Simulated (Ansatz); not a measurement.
**Calculated with Ansatz: ZrTl$_{3}$B$_{2}$, relaxation**

Run with:

```bash
ansatz run input.yaml --threads 1 --pin off --max-ram 2560MiB --backend cpu --events-out ev --progress --plain --runs-dir out
```

The input file (Ansatz 0.2.0, plane waves):

```yaml
crystal:
  lattice:
    - [2.942717, 5.096933, 0.0]
    - [-2.942717, 5.096933, 0.0]
    - [0.0, 0.0, 3.691773]
  atoms:
    - { symbol: B, position: [0.3333, 0.3334, 0.0] }
    - { symbol: B, position: [0.6666, 0.6667, 0.0] }
    - { symbol: Tl, position: [0.5, 0.5, 0.5] }
    - { symbol: Tl, position: [0.5, 0.0, 0.5] }
    - { symbol: Tl, position: [0.0, 0.5, 0.5] }
    - { symbol: Zr, position: [0.0, 0.0, 0.0] }
  symmetry: { tolerance: 0.0003 }
kpoints:
  mp_grid: { grid: [4, 4, 5], shift: [0, 0, 0] }
magnetization:
  spin_polarized: false
scf:
  occupations: { method: gaussian, width: 0.0655 }
hamiltonian:
  pseudopotentials: { kind: paw }
  xc: pbe
  hubbard: { sites: [{ species: Zr, l: d, u_eff: 4.0 }], double_counting: amf }
basis:
  ecutwfc: 420
output:
  forces: true
  stress: true
  eigenvalues: true
  write_density: true
  write_potential: true
  elf: true
  volumetric_format: npy
relax:
  max_steps: 40
  cell: {}
```

Origin of the cell: a known structure type with other elements, at an estimated volume, so it need not be a known compound.

Output (shortened):

```
Warning: the atoms were moved onto the symmetric positions of the space group found under crystal.symmetry.tolerance 3.0e-4 (fractional; no operation is sought that the atoms, as they stand i […]
B: projections on atomic orbitals take those of the free atom [He] 2s2 2p1, of charge +0.00 (hamiltonian.pseudopotentials.projection_atoms); the dataset's partial waves leave at most 3.0e-9 o […]
Tl: projections on atomic orbitals take those of the free atom [Xe 4f14] 5d10 6s2 6p1, of charge +0.00 (hamiltonian.pseudopotentials.projection_atoms); the dataset's partial waves leave at mo […]
Zr: projections on atomic orbitals take those of the free atom [Ar 3d10] 4s2 4p6 4d2 5s2, of charge +0.00 (hamiltonian.pseudopotentials.projection_atoms); the dataset's partial waves leave at […]
Pseudopotentials: kind: paw
Pseudopotential: B, paw, valence charge 3, recommended cutoff 420 eV (normal), B.paw.azcp
Pseudopotential: Tl, paw, valence charge 13, recommended cutoff 420 eV (normal), Tl.paw.azcp
Pseudopotential: Zr, paw, valence charge 12, recommended cutoff 420 eV (normal), Zr.paw.azcp
Functional definition: PBE
  exchange = pbe_x(kappa = kappa, mu = beta*pi^2/3)
  correlation = pbe_c(beta = beta)
Crystal: 6 atoms, lattice volume = 110.745 Å³
[… 11 lines left out …]
Initial density: superposition of atomic densities (chi_scale 0.1, normalization cell, long waves of neutral atoms under a Hubbard term (reshape's long-wave potential 0.02 eV rms, cloud 2.59 Å wide))
Functional: x = pbe(κ = 0.804, μ = 0.219515), c = pbe(β = 0.066725)
SCF iter   1: F=—  HF=-38820.755022 eV  Δρ=4.11e-2  dr2=3.46e0
SCF iter   2: F=—  HF=-38819.967370 eV  Δρ=2.07e-2  dr2=7.26e-1  defer=17
SCF iter   3: F=—  HF=-38819.940680 eV  Δρ=1.03e-2  dr2=2.53e-1  defer=15
SCF iter   4: F=—  HF=-38819.941600 eV  Δρ=6.08e-3  dr2=6.45e-2  defer=15
SCF iter   5: F=—  HF=-38819.963327 eV  Δρ=3.04e-3  dr2=1.65e-2  defer=13
SCF iter   6: F=—  HF=-38819.968555 eV  Δρ=8.27e-4  dr2=1.54e-3  defer=13
SCF iter   7: F=—  HF=-38819.968686 eV  Δρ=1.34e-4  dr2=2.31e-5  defer=13
SCF iter   8: F=—  HF=-38819.968709 eV  Δρ=3.24e-5  dr2=1.24e-6  defer=13
SCF iter   9: F=-38819.968709 eV  HF=-38819.968709 eV  Δρ=6.05e-6  dr2=4.74e-8
relax step   1: F+E_penalty+E_count = -38819.968709 eV  Δ(F+E_penalty+E_count) = +0.000e0 eV  max|allowed force component| = 2.621e-17 eV/Å  Δτ_max = 0.0000 Å  P = +9.728 GPa  Ω = 110.745 Å³ […]
relax step   2: F+E_penalty+E_count = -38820.547615 eV  Δ(F+E_penalty+E_count) = -5.789e-1 eV  max|allowed force component| = 1.110e-16 eV/Å  Δτ_max = 0.0000 Å  P = +2.176 GPa  Ω = 122.552 Å³ […]
relax step   3: F+E_penalty+E_count = -38820.685659 eV  Δ(F+E_penalty+E_count) = -1.380e-1 eV  max|allowed force component| = 8.018e-17 eV/Å  Δτ_max = 0.0000 Å  P = +0.888 GPa  Ω = 127.575 Å³ […]
relax step   4: F+E_penalty+E_count = -38820.690349 eV  Δ(F+E_penalty+E_count) = -4.690e-3 eV  max|allowed force component| = 5.551e-17 eV/Å  Δτ_max = 0.0000 Å  P = +0.108 GPa  Ω = 129.373 Å³ […]
relax step   5: F+E_penalty+E_count = -38820.690338 eV  Δ(F+E_penalty+E_count) = +1.082e-5 eV  max|allowed force component| = 7.093e-17 eV/Å  Δτ_max = 0.0000 Å  P = -0.005 GPa  Ω = 129.594 Å³ […]
relax step   6: F+E_penalty+E_count = -38820.690346 eV  Δ(F+E_penalty+E_count) = -7.941e-6 eV  max|allowed force component| = 3.802e-17 eV/Å  Δτ_max = 0.0000 Å  P = -0.002 GPa  Ω = 129.606 Å³ […]
relax step   7: F+E_penalty+E_count = -38820.705184 eV  Δ(F+E_penalty+E_count) = -1.484e-2 eV  max|allowed force component| = 5.243e-17 eV/Å  Δτ_max = 0.0000 Å  P = +0.075 GPa  Ω = 129.606 Å³  stress off target by 1.16e-1 GPa […]
relax step   8: F+E_penalty+E_count = -38820.705189 eV  Δ(F+E_penalty+E_count) = -5.215e-6 eV  max|allowed force component| = 3.903e-17 eV/Å  Δτ_max = 0.0000 Å  P = +0.005 GPa  Ω = 129.798 Å³ […]
relax step   9: F+E_penalty+E_count = -38820.705273 eV  Δ(F+E_penalty+E_count) = -8.431e-5 eV  max|allowed force component| = 5.243e-17 eV/Å  Δτ_max = 0.0000 Å  P = +0.005 GPa  Ω = 129.798 Å³  stress off target by 7.05e-3 GPa […]
SCF 9 converged in 4 iterations: F = -38820.705273 eV  dr2 = 1.28e-11
basis re-selected at this cell: Δ(F+E_penalty+E_count) = -8.431e-5 eV, ΔP = -0.000 GPa vs the last step (what re-selecting the basis moved, of the pressure what is left beyond the Pulay corre […]
SCF converged after 4 iterations
Free energy (F): -38820.705273 eV
Harris-Foulkes:  -38820.705273 eV  (|F-HF|=7.28e-12)
Internal energy: -38820.700755 eV  (E = F + TS)
E sigma→0 (E₀):  -38820.703014 eV
Entropy (-TS):   -0.004518 eV (-0.753 meV/atom)
Fermi energy:    10.511109 eV
--- Per-component energies (eV) ---
  E_band       = -86.310802
  E_kinetic    = 1415.727783
  E_local      = -3496.118126  (includes V_loc(G=0)·N_el)
  E_nonlocal   = 1061.134638
  E_hartree    = 1266.808364
  E_xc         = -908.627709
  E_vxc        = -682.139582  (∫ρ·V_xc dr)
  E_hubbard    = -1.766007  (on-site DFT+U / exact-exchange correction)
  E_vhub       = -3.532015  (the Hubbard potential's part of the band-sum identity)
  E_paw        = -33610.789590  (= ΣΔE_a)
  E_vpaw       = -915.000271  (= ΣTr[D̂ρ^β])
  E_aug_tail   = 0.000124  (compensation charges beyond the density's cutoff)
  E_ewald      = -4547.070232
  E_smearing   = -0.004518  (= −TS)
  Σ components = -38820.705273   (vs F -38820.705273, Δ=0.00e0)
DFT+U double counting: amf (around mean field; hamiltonian.hubbard.double_counting)
--- Forces (eV/Å), atoms counted from 1 ---
  atom   1  B      0.000000     0.000000     0.000000
  atom   2  B     -0.000000     0.000000    -0.000000
  atom   3  Tl    -0.000000    -0.000000     0.000000
  atom   4  Tl    -0.000000    -0.000000     0.000000
  atom   5  Tl     0.000000    -0.000000     0.000000
  atom   6  Zr    -0.000000     0.000000     0.000000
  max |Σ_I F_I| component: 1.85e-17 eV/Å
--- Stress (GPa, compression-positive) ---
        0.007051       0.000000       0.000000
        0.000000       0.007051      -0.000000
        0.000000      -0.000000       0.000453
  P = ⅓ Tr σ = 0.0049 GPa (0.049 kbar)
Occupation matrices written to <dir>
--- Relaxed structure (7 steps of the walk, 7 accepted, 2 SCFs on fresh bases) ---
  F+E_penalty+E_count = -38820.705273 eV   max|allowed force component| = 5.243e-17 eV/Å   (the final SCF, on the basis selected at the relaxed cell)
  cell:  # Å, volume = 129.7976 Å³
    - [3.243133, 5.617271, 6.323e-18]
    - [-3.243133, 5.617271, 6.323e-18]
    - [0.0, 4.580e-18, 3.562433]
  atoms:
    - { symbol: B, position: [0.333333, 0.333333, 0.0] }
    - { symbol: B, position: [0.666667, 0.666667, 0.0] }
    - { symbol: Tl, position: [0.5, 0.5, 0.5] }
    - { symbol: Tl, position: [0.5, -2.038e-19, 0.5] }
    - { symbol: Tl, position: [-2.038e-19, 0.5, 0.5] }
    - { symbol: Zr, position: [2.313e-17, 6.511e-18, 0.0] }
```

Caveats: no dispersion correction, so spacings can come out too large where layers or molecules are weakly bound; no moments, though an odd count or open d shells may carry them; no spin-orbit coupling, though heavy elements are present; the k mesh is coarse if the cell is a metal; the relaxation held the start's symmetry, so the end may be a saddle point.

The run took 17 s of wall time on 1 CPU thread(s) of a shared host, from the program's own first density.
